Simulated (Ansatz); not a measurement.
## YIn5Rh: do energies and stresses tell the same story?

Level of theory: Ansatz 0.2.0, DFT PBEsol, scalar-relativistic, plane waves, PAW.

Settings: cutoff 420 eV, Γ-centred mesh 8×8×6 on the computed 7-atom cell, Gaussian smearing of 0.10 eV; no spin polarisation.

Relaxed cell: P4/mmm, a = 4.591 Å, b = 4.591 Å, c = 7.384 Å, α = 90.00°, β = 90.00°, γ = 90.00°, 7 atoms in the primitive cell. Whether it is the stable form of this composition wasn't checked.

Energies at zero smearing and pressures from the stress tensor, at volumes with shape and atoms relaxed:
| V (Å³/atom) | E − E(first) (meV/atom) | P (GPa) |
| --- | --- | --- |
| 19.567 | 0.00 | 14.20 |
| 20.234 | -49.41 | 9.66 |
| 20.901 | -81.45 | 5.84 |
| 21.568 | -98.92 | 2.65 |
| 22.235 | -104.21 | 0.00 |
| 22.902 | -99.41 | -2.21 |
| 23.569 | -86.22 | -4.05 |
| 24.459 | -57.97 | -6.02 |

Question: Check P = −dE/dV between neighbouring volumes, and get the bulk modulus from the pressures alone.

Answer: With 1 eV/Å³ = 160.2 GPa:
```tsv
middle V (Å³/atom)	−ΔE/ΔV (GPa)	mean P (GPa)
19.900	11.867	11.926
20.567	7.698	7.749
21.235	4.194	4.245
21.902	1.271	1.323
22.569	-1.152	-1.108
23.236	-3.170	-3.131
24.014	-5.088	-5.037
```

The two differ by 0.06 GPa at most. The mean of two end pressures misses the average over a step by about ΔV² P″/12, up to 0.07 GPa here; with that taken off 0.01 GPa remains. Around V = 22.235 Å³/atom, the two neighbours give B = −V ΔP/ΔV = 22.235 × 4.86 / 1.334 = 81.0 GPa, against B0 = 80.7 GPa from the Birch–Murnaghan fit of the energies.

Cost: 9 runs of about 7.8 core-minutes in all, on AMD EPYC 9R45 (Zen 5) (shared hosts).